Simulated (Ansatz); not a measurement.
## MgB2: the volume at rest

MgB2 in the AlB2 structure, starting from this typed cell of 9.62 Å³ an atom.

```
Mg B
1.0
     1.53750   -2.66303    0.00000
     1.53750    2.66303    0.00000
     0.00000    0.00000    3.52500
Mg B
1 2
Direct
  0.00000 0.00000 0.00000
  0.33333 0.66667 0.50000
  0.66667 0.33333 0.50000
```

Computed with Ansatz (plane-wave DFT, scalar-relativistic): k mesh 8×8×6; Fermi–Dirac smearing of 0.1 eV; no spin. Cell and atoms are relaxed to zero stress with the symmetry kept and no dispersion correction.

Caveats: coarse k mesh.

Problem. What volume results under PBE, and how much do the potentials matter?

Solution. 
| functional | potentials | cutoff (eV) | volume (Å³/atom) | change (%) |
| --- | --- | --- | --- | --- |
| PBE | all-electron PAW datasets (no frozen core) | 380 | 9.62 | -0.1 |
| PBE | Ansatz generated PAW | 420 | 9.62 | 0.0 |
| PBE | Ansatz hand-made PAW | 710 | 9.62 | 0.0 |
| PBE | JTH PAW | 900 | 9.63 | 0.1 |
| PBE | Ansatz norm-conserving | 1143 | 9.62 | 0.0 |
